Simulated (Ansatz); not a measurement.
AlGaAs$_{2}$:
```xyz
4
Lattice="4.0107 0.0000 0.0000 0.0000 4.0107 0.0000 0.0000 0.0000 5.6595" Properties=species:S:1:pos:R:3 pbc="T T T"
Ga     0.0000     0.0000     0.0000
As     2.0053     0.0000     1.4161
Al     2.0053     2.0053     2.8298
As     0.0000     2.0053     4.2435
```

Relaxed with PBEsol. Special points in fractions of this cell's reciprocal vectors: Γ (0.000, 0.000, 0.000); X (0.000, 0.500, 0.000); M (0.500, 0.500, 0.000); Z (0.000, 0.000, 0.500); R (0.000, 0.500, 0.500); A (0.500, 0.500, 0.500).

Problem. List the band energies nearest the valence-band maximum at these points for PBEsol (plane waves, PAW; program Ansatz).

Solution. In eV from the valence-band maximum; about four levels below and three above (degenerate sets whole), none deeper than 8.9 eV; points with the same levels are listed once.

```json
[
 {"k": "Γ", "below": "-2.42 -2.42 -0.04 0.00 0.00", "above": "1.01 1.41 2.08"},
 {"k": "X", "below": "-3.12 -3.11 -1.07 -1.05", "above": "2.86 3.13 5.55"},
 {"k": "M", "below": "-2.43 -2.41 -2.41 -2.38", "above": "1.36 1.36 1.44"},
 {"k": "Z", "below": "-1.62 -1.62 -1.40 -1.40", "above": "1.98 2.38 3.43"},
 {"k": "R", "below": "-1.01 -1.01 -0.94 -0.92", "above": "1.02 1.98 4.46 4.46"},
 {"k": "A", "below": "-3.44 -3.27 -3.08 -3.08", "above": "4.40 4.40 4.80"}
]
```

Space group P-4m2. The start of the workflow was typed in or built on a structure type; neither database checked (COD, Materials Project) lists it. Its standing as an ambient phase is unchecked. The PBEsol relaxation kept the symmetry of its start; its stability against distortions is not shown here. Spin–orbit coupling is left out wherever it is not named.

Potentials: the later of the program's two PAW sets.
